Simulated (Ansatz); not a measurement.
**InAs with carbon replacing As: do the settings matter for the field gradients?**

Cell: a supercell of InAs (zinc blende type, F-43m) built from an entry of the Crystallography Open Database (COD) (the entry's cell lengths or inner coordinates differ somewhat from later room-temperature determinations), with all atoms left at the host's positions.

Space group F-43m (No. 216); a = 18.1080 Å.

| site | Wyckoff | site symmetry | x | y | z |
| --- | --- | --- | --- | --- | --- |
| In1 | 16e | .3m | 0.4167 | 0.0833 | 0.4167 |
| In3 | 24g | 2.mm | 0.7500 | 0.0833 | 0.7500 |
| In5 | 48h | ..m | 0.7500 | 0.9167 | 0.5833 |
| In14 | 4d | -43m | 0.7500 | 0.7500 | 0.7500 |
| In18 | 16e | .3m | 0.0833 | 0.5833 | 0.9167 |
| C | 4a | -43m | 0.5000 | 0.0000 | 0.5000 |
| As29 | 48h | ..m | 0.6667 | 0.0000 | 0.6667 |
| As32 | 16e | .3m | 0.8333 | 0.8333 | 0.6667 |
| As36 | 16e | .3m | 0.1667 | 0.6667 | 0.8333 |
| As42 | 24f | 2.mm | 0.0000 | 0.6667 | 0.0000 |

One atom of each set is listed; the run and its k-mesh use a cell of 54 atoms with edges of 12.80, 12.80, 12.80 Å.

Reference run. Level of theory: DFT, PBE, plane waves and PAW, scalar-relativistic, 420 eV cutoff, Γ-centred 2×2×2 k-points, Fermi–Dirac smearing 0.01 eV, cell charge -1 (Ansatz 0.2.0).

Q: The input is changed as follows: `scf.initial_density.chi_scale`: not typed → 0.1. What happens to V_zz (10²¹ V/m²) and η?

A: 

| site | V_zz reference | η reference | V_zz changed | η changed |
| --- | --- | --- | --- | --- |
| In1 | 1.30 | 0.00 | 1.30 | 0.00 |
| In3 | 0.76 | 0.04 | 0.76 | 0.04 |
| In5 | -0.53 | 0.77 | -0.53 | 0.77 |
| In18 | -0.048 | 0.00 | -0.049 | 0.00 |
| C | 0.00 | – | 0.00 | – |
| As29 | -1.63 | 0.14 | -1.63 | 0.14 |
| As32 | 0.45 | 0.00 | 0.45 | 0.00 |
| As36 | 0.53 | 0.00 | 0.53 | 0.00 |
| As42 | 0.25 | 0.53 | 0.25 | 0.53 |

No V_zz moves by more than 0.01. Other sites without a gradient aren't listed. Mixing, solver and start steer the path to self-consistency, not the state that is reached here. SCF iterations: 12 and 9.

On the reference run: The run isn't spin-polarised, and a state with spin may lie lower. The defect repeats with the cell of 54 atoms, so it feels its images: sites between two images don't show the values beside a lone defect, and zeros or small values of η there can come from the images' arrangement. A uniform background compensates the cell's charge. The defect cell has no gap above 0.1 eV on its mesh, so the values can hang on the smearing and the k-mesh. Without spin–orbit coupling (the program notes it for In) the gradients can shift somewhat, as the gap is small. The neighbours have not yet relaxed around the defect (largest force 2.4 eV/Å), so a real crystal will differ.
